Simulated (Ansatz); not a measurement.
MoS₂:
```
CELL_PARAMETERS angstrom
      3.17714     0.00000     0.00000
     -1.58857     2.75148     0.00000
      0.00000     0.00000    12.58084
ATOMIC_POSITIONS crystal
  Mo 0.00000 0.00000 0.25000
  Mo 0.00000 0.00000 0.75000
  S  0.33333 0.66667 0.37335
  S  0.66667 0.33333 0.62665
  S  0.66667 0.33333 0.87335
  S  0.33333 0.66667 0.12665
```

Relaxed with r²SCAN+D4.

**Question.** Decompose the optical modes at the zone centre into irreducible representations, and say which are infrared and Raman allowed.

**Answer.** Point group 6/mmm: Γ_opt = A1g + A2u + 2B1g + B2u + E1g + E1u + 2E2g + E2u. Infrared: A2u, E1u. Raman: A1g, E1g, E2g.

**Question.** Assign frequencies (DFPT, r²SCAN+D4 in the plane-wave PAW code Ansatz; without the LO–TO term).

**Answer.** E2g 23, B1g 46, E2u 285, E1g 286, E1u 384, E2g 385, B2u 411, A1g 417, A2u 471, B1g 476 cm⁻¹.

Subscripts of B labels follow the axes of the standard setting.

Space group P6_3/mmc. The workflow started from a Materials Project entry (that database holds measured and hypothetical structures alike). Its sites differ from those of the usual phase in this space group: another stacking or structure type. The cell was relaxed with r²SCAN+D4 under the symmetry of its start; phonons on a q-mesh show no instability. The run is not spin-polarised.

Potentials: the earlier of the program's two PAW sets.
